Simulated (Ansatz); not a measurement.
Input:

Y:
```cif
data_Y
_chemical_formula_sum 'Y1'
_space_group_name_H-M_alt 'P 1'
_space_group_IT_number 1
_cell_length_a 3.26734
_cell_length_b 3.26734
_cell_length_c 3.26734
_cell_angle_alpha 90.000
_cell_angle_beta 90.000
_cell_angle_gamma 90.000
loop_
_space_group_symop_operation_xyz
  'x, y, z'
loop_
_atom_site_label
_atom_site_type_symbol
_atom_site_fract_x
_atom_site_fract_y
_atom_site_fract_z
_atom_site_occupancy
Y1 Y 0.00000 0.00000 0.00000 1
```

This is the PBE-relaxed structure.

All from plane-wave PAW PBE (Ansatz code), unless another level is named. Give the density of states at the Fermi level.

3.2 states/eV per atom (mean over ±0.08 eV).

And the gap with spin–orbit coupling?

none (metallic).

Space group Pm-3m (simple cubic). The cell is a constructed one: a structure type filled with these elements; neither database checked (COD, Materials Project) lists it. It is not the phase usual at ambient conditions (space group No. 194). The cell was relaxed with PBE under the symmetry of its start. At this level the phase is dynamically unstable (imaginary phonons). No spin polarisation was allowed. Scalar-relativistic: spin–orbit coupling is off unless named, which matters more the heavier the elements.

Potentials: the later of the program's two PAW sets.
